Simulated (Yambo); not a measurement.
MgS (rock salt, space group Fm-3m, No. 225), G0W0@PBE in Yambo with this input:

```
rim_cut
gw0
dyson
el_el_corr
HF_and_locXC
ppa
em1d
RandQpts= 1000000
RandGvec= 1 Ry
EXXRLvcs= 84 Ry
VXCRLvcs= 336 Ry
Chimod= "HARTREE"
% BndsRnXp
 5 | 80 |
%
NGsBlkXp= 10 Ry
% LongDrXp
 1.0 | 1.0 | 1.0 |
%
PPAPntXp= 27.2114 eV
% GbndRnge
 1 | 80 |
%
GTermKind= "BG"
DysSolver= "n"
ExtendOut
```

On a 6×6×6 mesh, with wavefunctions cut at 84 Ry, the gap (Γ → X) is 4.472 eV and the valence edge shifts by -1.093 eV.

Problem. What happens with this change: no random integration?

Solution. The gap falls by 0.040 eV, to 4.432 eV; the shift of the valence edge becomes -0.934 eV. Neither run is shown to be the converged limit.

Geometry of the Materials Project entry, not relaxed at this level; primitive cell a = 3.6832 Å, b = 3.6832 Å, c = 3.6832 Å, α = 60.00°, β = 60.00°, γ = 60.00°.

A shift is the quasiparticle energy of the state minus its PBE energy.
